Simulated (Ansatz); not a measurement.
**LuAgO₂ (R-3m) under pressure**

```
Lu Ag O
1.0
     1.69567    0.97900    6.16315
    -1.69567    0.97900    6.16315
     0.00000   -1.95800    6.16315
Lu Ag O
1 1 2
Direct
  0.50000 0.50000 0.50000
  0.00000 0.00000 0.00000
  0.88950 0.88950 0.88950
  0.11050 0.11050 0.11050
```

This is the zero-pressure cell under PBEsol. Cell and atoms are relaxed by PAW (default files of Ansatz 0.2.0, cutoff 420 eV, stress met within about 0.05 GPa) at each pressure, in this structure whether or not another phase would take over; P is the pressure reached, less that of this cell (which was relaxed on a denser, smeared mesh). Levels come from PBEsol, all-electron LAPW in Ansatz 0.2.0, scalar-relativistic; k mesh 8×8×8, fixed occupations, basis error target 0.5 meV/atom. Conduction levels are in eV over the valence top (at L), at fixed fractional wave vectors («min» is a refined band extremum of the unstrained crystal off the named points). Zone-centre phonons come from finite displacements by PAW, without the LO-TO term.

| P (GPa) | V/V₀ | c/a | Γ | min (oblique) | L (oblique) | F (oblique) | Eu TO (cm⁻¹) | A1g (cm⁻¹) |
| --- | --- | --- | --- | --- | --- | --- | --- | --- |
| -2.00 | 1.0176 | 5.4257 | 2.122 | 2.928 | 2.989 | 3.523 | 78.1 | 605.7 |
| 0.00 | 1.0000 | 5.4520 | 2.150 | 2.910 | 2.956 | 3.499 | 77.5 | 619.2 |
| 1.99 | 0.9839 | 5.4770 | 2.174 | 2.893 | 2.924 | 3.475 | 76.7 | 632.0 |
| 3.99 | 0.9690 | 5.5021 | 2.195 | 2.874 | 2.892 | 3.452 | 75.8 | 644.1 |
| 6.99 | 0.9485 | 5.5390 | 2.220 | 2.844 | 2.842 | 3.418 | 74.0 | 661.1 |
| 9.99 | ? | ? | ? | ? | ? | ? | ? | ? |
| 14.99 | 0.9022 | 5.6351 | 2.259 | 2.754 | 2.707 | 3.332 | 67.9 | 701.7 |

Question: Fit the third-order Birch-Murnaghan equation to the rows shown.

Answer: With f = [(V₀/V)^(2/3) − 1]/2, the normalised pressure F = P/[3f(1 + 2f)^(5/2)] is 118.8 GPa at f = -0.0058, 119.1 GPa at f = 0.0054, 119.1 GPa at f = 0.0106, 118.9 GPa at f = 0.0179, 118.6 GPa at f = 0.0355. The line F = B₀[1 + (3/2)(B′ − 4)f] gives B₀ = 119.0 GPa and B′ = 4.0.

Question: What are the volume deformation potentials and pressure coefficients of these levels at zero pressure?

Answer: 

| level | dE/dlnV (eV) | dE/dP = −(dE/dlnV)/B₀ (meV/GPa) | mean slope up to 2.0 GPa (meV/GPa) |
| --- | --- | --- | --- |
| Γ | -1.54 | 12.9 | 12.2 |
| min (oblique) | 1.04 | -8.7 | -8.9 |
| L (oblique) | 1.93 | -16.2 | -16.3 |
| F (oblique) | 1.44 | -12.1 | -12.0 |

dE/dlnV is the slope of a cubic fit in ln V at V₀. The last column is read from two rows and shows how the slope bends with pressure.

Question: What mode Grüneisen parameters follow?

Answer: γ = −d ln ω/d ln V at V₀ from a quadratic fit in ln V: Eu -0.50, A1g 1.26.

Question: What belongs in the row at 9.99 GPa?

Answer: The fits give V/V₀ = 0.9299 and Γ = 2.239 eV. Computed: V/V₀ = 0.9299, c/a = 5.5753, Γ = 2.239, min (oblique) = 2.811, L (oblique) = 2.792, F (oblique) = 3.385, Eu TO (cm⁻¹) = 71.9, A1g (cm⁻¹) = 677.1.

Keep in mind: the structure is a database entry and needn't be the stable phase; no other phase was computed; many crystals of this kind change structure within this range, and rows or crossings beyond such a change describe a metastable lattice; no spin-orbit coupling on heavy atoms; the frozen-core PAW files of the relaxations were fitted under PBE, their cores solved anew for this functional; semilocal gaps are low, and the spacing of valleys can be off by tenths of an eV; levels are read at fixed fractional k, so an edge that moves off these points is missed.
